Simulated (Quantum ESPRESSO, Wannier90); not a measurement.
# Wannierisation of TlBr (rock salt)

Structure: Materials Project mp-568560, symmetrised, not relaxed again. Not found in the COD (Crystallography Open Database) copy used, which has the formula in other groups; not checked further. Computed values, not measurements, from PBEsol: Quantum ESPRESSO (norm-conserving PseudoDojo potentials, cutoff 50 Ry, no spin polarisation, no spin-orbit coupling) on a Γ-centred 8×8×8 mesh, then Wannier90. Density: 8×8×8 mesh, cold smearing 0.01 Ry. Spin-orbit coupling is left out although heavy elements are present.

```
begin unit_cell_cart
ang
    0.0000000000    3.3420400000    3.3420400000
    3.3420400000    0.0000000000    3.3420400000
    3.3420400000    3.3420400000    0.0000000000
end unit_cell_cart
mp_grid = 8 8 8
```

Problem. Which shells of neighbouring k-points and which b-vectors and weights does Wannier90 pick for this cell and mesh?

Solution. 
```
 *---------------------------------- K-MESH ----------------------------------*
 +----------------------------------------------------------------------------+
 |                    Distance to Nearest-Neighbour Shells                    |
 |                    ------------------------------------                    |
 |          Shell             Distance (Ang^-1)          Multiplicity         |
 |          -----             -----------------          ------------         |
 |             1                   0.203521                      8            |
 |             2                   0.235006                      6            |
 |             3                   0.332348                     12            |
 |             4                   0.389713                     24            |
 |             5                   0.407042                      8            |
 |             6                   0.470011                      6            |
 |             7                   0.512183                     24            |
 |             8                   0.525489                     24            |
       ... (lines left out)
 +----------------------------------------------------------------------------+
 | The b-vectors are chosen automatically                                     |
 | The following shells are used:                       1                     |
 +----------------------------------------------------------------------------+
 |                        Shell   # Nearest-Neighbours                        |
 |                        -----   --------------------                        |
 |                          1               8                                 |
 +----------------------------------------------------------------------------+
 | Completeness relation is fully satisfied [Eq. (B1), PRB 56, 12847 (1997)]  |
 +----------------------------------------------------------------------------+
 |                  b_k Vectors (Ang^-1) and Weights (Ang^2)                  |
 |                  ----------------------------------------                  |
 |            No.         b_k(x)      b_k(y)      b_k(z)        w_b           |
 |            ---        --------------------------------     --------        |
 |             1         0.117503    0.117503   -0.117503     9.053438        |
 |             2         0.117503   -0.117503    0.117503     9.053438        |
 |             3        -0.117503    0.117503    0.117503     9.053438        |
 |             4         0.117503    0.117503    0.117503     9.053438        |
 |             5        -0.117503   -0.117503    0.117503     9.053438        |
 |             6        -0.117503    0.117503   -0.117503     9.053438        |
 |             7         0.117503   -0.117503   -0.117503     9.053438        |
 |             8        -0.117503   -0.117503   -0.117503     9.053438        |
```
